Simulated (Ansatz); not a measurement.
Computed with DFT PBE, scalar-relativistic, plane waves, PAW in Ansatz 0.2.0. The final run on the 8-atom cell used 420 eV, a Γ-centred 10×10×10 mesh, 0.01 eV smearing and no spin polarisation.

The zero of energy is the elements' standard structures at the same level; no fitted shifts are applied.

Task: Suggest a trial structure for a tetragonal narrow-gap semiconductor made of Cd, Mg and S, with a gap near 0.3 eV, a formation energy near −0.74 eV/atom and a density near 5.05 g/cm³, in a cell of 8 atoms.

Result: MgCd3S4, space group I4/mmm (No. 139). Mg has 6 S at 2.63–2.72 Å; Cd on a site of symmetry 4/mmm has 6 S at 2.72–2.81 Å; Cd on a site of symmetry -4m2 has 6 S at 2.72 Å; around S on a site of symmetry 4mm lie 1 Mg at 2.63 Å and 5 Cd at 2.72–2.81 Å; 1 more site not described.

```cif
data_structure
_symmetry_space_group_name_H-M 'I4/mmm'
_symmetry_Int_Tables_number 139
_cell_length_a 5.4363
_cell_length_b 5.4363
_cell_length_c 10.8964
_cell_angle_alpha 90.000
_cell_angle_beta 90.000
_cell_angle_gamma 90.000
_cell_volume 322.02
loop_
_atom_site_label
_atom_site_type_symbol
_atom_site_symmetry_multiplicity
_atom_site_Wyckoff_symbol
_atom_site_fract_x
_atom_site_fract_y
_atom_site_fract_z
_atom_site_occupancy
Mg1 Mg 2 b 0.50000 0.50000 0.00000 1
Cd1 Cd 2 a 0.00000 0.00000 0.00000 1
Cd2 Cd 4 d 0.00000 0.50000 0.25000 1
S1 S 4 e 0.50000 0.50000 0.24174 1
S2 S 4 c 0.00000 0.50000 0.00000 1
```

* Volume per atom: 20.13 Å³
* Density: 5.05 g/cm³
* Energy over the elements: −0.738 eV/atom
* Gap on the 10×10×10 mesh of the 8-atom cell: 0.25 eV

It was reached by relaxing an invented guess, and it needn't be the stable form of this composition. Other answers may fit too; this one was computed.

Kohn–Sham gaps at this level usually fall short of measured ones. The reference form of S is held partly by dispersion forces, which this level lacks. Small gaps are read on the mesh alone, and bands can cross between its points. Symmetry constrained the relaxation, so the result can be a saddle point.
